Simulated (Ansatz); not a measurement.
This run works on a proposed trial structure, not on a known crystal.

Input and command of a plane-wave DFT calculation in Ansatz:

```yaml
crystal:
  lattice:
    - [3.4821031439, 0.0, 0.0]
    - [-1.741051572, 3.0155897812, 0.0]
    - [0.0, 0.0, 12.2659730999]
  atoms:
    - { symbol: Zr, position: [0.6666666667, 0.3333333333, 0.8905506859] }
    - { symbol: Zr, position: [0.3333333333, 0.6666666667, 0.1094493141] }
    - { symbol: Pb, position: [0.3333333333, 0.6666666667, 0.3942604104] }
    - { symbol: Pb, position: [0.6666666667, 0.3333333333, 0.6057395896] }
    - { symbol: O, position: [0.3333333333, 0.6666666667, 0.8441699385] }
    - { symbol: O, position: [0.6666666667, 0.3333333333, 0.1558300615] }
    - { symbol: O, position: [0.0, 0.0, 0.0] }
basis:
  ecutwfc: 420
kpoints:
  mp_grid: { grid: [12, 12, 4] }
hamiltonian:
  xc: pbe
scf:
  occupations: { method: gaussian, width: 0.1 }
output:
  forces: true
  stress: true
  eigenvalues: true
  write_density: true
  write_potential: true
  elf: true
  volumetric_format: npy
relax:
  adjacent_minimum: "off"
  f_tol: 0.01
  max_steps: 80
  cell: { stress_tol: 0.05 }
```

```bash
ansatz run input.yaml --threads 1 --pin off --max-ram 2560MiB --backend cpu --events-out ev --progress --plain --runs-dir out
```

Processor: Intel(R) Xeon(R) Processor @ 2.50GHz (Skylake/Cascade Lake), 1 thread, on a host shared with other jobs.

**Question.** Estimate time, memory and problem size.

**Answer.** About 23 min, peak memory 0.64 GiB. It solves 42 bands at 69 k points (after reduction by symmetry) with about 2785 plane waves (on the last cell), in 195 SCF iterations over 28 ionic steps.
